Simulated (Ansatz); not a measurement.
The calculation used DFT PBE, scalar-relativistic, plane waves, PAW (Ansatz). All cells share a 420 eV cutoff and Γ-centred k meshes spaced at most about 0.3 Å⁻¹ (about 0.25 or finer for metals, 2π included). No spin polarisation in the final relaxations.

All energies are static (0 K, no zero-point motion).

Two relaxed structures of KI2:

A.

```cif
data_structure
_symmetry_space_group_name_H-M 'P4/mmm'
_symmetry_Int_Tables_number 123
_cell_length_a 4.7123
_cell_length_b 4.7123
_cell_length_c 6.5375
_cell_angle_alpha 90.000
_cell_angle_beta 90.000
_cell_angle_gamma 90.000
_cell_volume 145.17
loop_
_atom_site_label
_atom_site_type_symbol
_atom_site_symmetry_multiplicity
_atom_site_Wyckoff_symbol
_atom_site_fract_x
_atom_site_fract_y
_atom_site_fract_z
_atom_site_occupancy
K1 K 1 a 0.00000 0.00000 0.00000 1
I1 I 2 h 0.50000 0.50000 0.25188 1
```

B.

```cif
data_structure
_symmetry_space_group_name_H-M 'Fm-3m'
_symmetry_Int_Tables_number 225
_cell_length_a 8.2981
_cell_length_b 8.2981
_cell_length_c 8.2981
_cell_angle_alpha 90.000
_cell_angle_beta 90.000
_cell_angle_gamma 90.000
_cell_volume 571.40
loop_
_atom_site_label
_atom_site_type_symbol
_atom_site_symmetry_multiplicity
_atom_site_Wyckoff_symbol
_atom_site_fract_x
_atom_site_fract_y
_atom_site_fract_z
_atom_site_occupancy
K1 K 4 a 0.00000 0.00000 0.00000 1
I1 I 8 c 0.25000 0.25000 0.75000 1
```

Problem. Which form is favoured at zero pressure, and by what margin per atom?

Solution. A is lower, by 209 meV/atom. A has space group P4/mmm (No. 123), 48.4 Å³/atom and no gap on its mesh; B has the fluorite type, space group Fm-3m (No. 225), 47.6 Å³/atom and no gap. In A, K is surrounded by 8 I at 3.72 Å; I is surrounded by 2 I at 3.24–3.29 Å and 4 K at 3.72 Å. In B, K is surrounded by 8 I at 3.59 Å; I has 4 K at 3.59 Å and 6 I at 4.15 Å. Both come from invented guesses.

These runs have no spin–orbit coupling, which can matter for I. In P4/mmm, Fm-3m an odd number of electrons in the primitive cell allows no gap without spin; a larger cell or a magnetic state could open one. A magnetic state wasn't ruled out in cells without spin, among them P4/mmm, Fm-3m. Cells relaxed within their symmetry can be saddle points.
